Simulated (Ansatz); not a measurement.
Rb₂TlSbCl₆:
```cif
data_Cl6Rb2SbTl
_chemical_formula_sum 'Rb2 Tl1 Sb1 Cl6'
_space_group_name_H-M_alt 'P 1'
_space_group_IT_number 1
_cell_length_a 7.95997
_cell_length_b 7.95997
_cell_length_c 7.95997
_cell_angle_alpha 60.000
_cell_angle_beta 60.000
_cell_angle_gamma 60.000
loop_
_space_group_symop_operation_xyz
  'x, y, z'
loop_
_atom_site_label
_atom_site_type_symbol
_atom_site_fract_x
_atom_site_fract_y
_atom_site_fract_z
_atom_site_occupancy
Rb1 Rb 0.75000 0.75000 0.75000 1
Rb2 Rb 0.25000 0.25000 0.25000 1
Tl1 Tl 0.50000 0.50000 0.50000 1
Sb1 Sb 0.00000 0.00000 0.00000 1
Cl1 Cl 0.76544 0.23456 0.23456 1
Cl2 Cl 0.23456 0.76544 0.76544 1
Cl3 Cl 0.23456 0.76544 0.23456 1
Cl4 Cl 0.76544 0.23456 0.76544 1
Cl5 Cl 0.23456 0.23456 0.76544 1
Cl6 Cl 0.76544 0.76544 0.23456 1
```

Relaxed with r²SCAN. 

Problem. HSE06 on this cell (Ansatz, a quantum-chemistry and plane-wave program, PAW) gives a gap of 1.98 eV. What does r²SCAN give?

Solution. 1.68 eV.

Cost on shared cores: the r²SCAN run (SCF on a 5×5×5 mesh, then bands and DOS) around 5 core-minutes (rough), the HSE06 run (SCF on 3×3×3, then a few points) roughly 10 core-minutes; the tasks are unlike.

Space group Fm-3m. The workflow started from a Materials Project entry (that database holds measured and hypothetical structures alike); the Crystallography Open Database copy checked does not list it. Its standing as an ambient phase is unchecked. The r²SCAN relaxation kept the symmetry of its start; its stability against distortions is not shown here. Spin–orbit coupling is left out wherever it is not named.

Potentials: the later of the program's two PAW sets.

Ansatz is a plane-wave DFT program.
